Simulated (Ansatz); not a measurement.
# Phonon spectrum of AlGa$_{3}$P$_{4}$

These are results of DFT PBE, scalar-relativistic, plane waves, PAW (Ansatz), not measurements. Plane waves to 420 eV; Γ-centred k mesh 8×8×8; fixed occupations. No spin polarisation. Phonons by linear response, acoustic sum rule imposed.

Equilibrium structure at this level:
```
Al Ga P
1.0
    -2.75363    2.75363    5.50708
     2.75363   -2.75363    5.50708
     2.75363    2.75363   -5.50708
Al Ga P
1 3 4
Direct
  0.50000 0.50000 0.00000
  0.00000 0.00000 0.00000
  0.25000 0.75000 0.50000
  0.75000 0.25000 0.50000
  0.12565 0.12565 0.50078
  0.37513 0.87435 0.00000
  0.62487 0.62487 0.49922
  0.87435 0.37513 0.00000
```

The structure comes from a generated guess, relaxed at this level; another structure or a mixture of phases may lie lower. The q mesh is coarse, so values between its points are rough.

Force constants from linear response on a 2×2×2 q mesh.

(1) Is the structure dynamically stable on this mesh?

(2) Give the frequencies (cm⁻¹; i marks imaginary ones) at the irreducible q points, in fractions of the reciprocal vectors, the Γ row without the LO field.

Answers

(1) Yes, on this mesh: no mode is imaginary.

(2)
```csv
q,star,frequencies
0.000 0.000 0.000,1,0 0 0 108 108 117 142 151 151 239 239 273 308 316 338 338 340 340 348 352 369 412 412 427
0.000 0.000 -0.500,2,79 80 87 90 92 109 129 142 193 219 249 260 328 330 334 336 337 347 349 356 367 411 412 430
0.000 -0.500 0.000,4,88 100 103 109 113 123 146 151 167 203 232 235 317 320 334 335 336 349 349 367 368 407 426 428
-0.500 -0.500 -0.500,1,87 87 93 93 100 116 119 119 158 196 270 270 335 335 337 338 338 343 349 350 371 412 412 438
```
